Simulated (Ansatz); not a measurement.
# HgTe: single point with Ansatz

System: HgTe (zinc blende type), 2 atoms in the cell.

Ansatz input (lattice in Å, positions in fractions of it)
```yaml
crystal:
  lattice:
    - [0, 3.33, 3.33]
    - [3.33, 0, 3.33]
    - [3.33, 3.33, 0]
  atoms:
    - { symbol: Hg, position: [0, 0, 0] }
    - { symbol: Te, position: [0.25, 0.25, 0.25] }
kpoints:
  mp_grid: { grid: [6, 6, 6] }
hamiltonian:
  xc: pbe
  pseudopotentials:
    kind: all_electron
    nuclear_model: point
    lapw: { basis_error: "0.25 meV" }
scf:
  occupations: { method: fermi_dirac, width: 0.02 }
  convergence: { dr2_threshold: "1e-9 eV" }
  max_iter: 300
output:
  forces: true
  stress: true
  eigenvalues: true
magnetization:
  noncollinear: true
  spin_orbit: true
```

These are results of PBE with spin–orbit coupling, all-electron LAPW, point nucleus in Ansatz 0.2.0 development build, not measurements.

Output, in brief

```yaml
Pressure: -0.42 GPa
Smearing_term_TS: 0.1 meV/atom
Electrons_in_bands: 68
Irreducible_k-points: 16
CPU_time: of the order of 110 core-seconds on a shared host
```

Stress tensor in GPa, compression positive:
```
-0.42  0.00  0.00
 0.00 -0.42  0.00
 0.00  0.00 -0.42
```

The k-mesh is modest, so these values aren't fully converged in k.
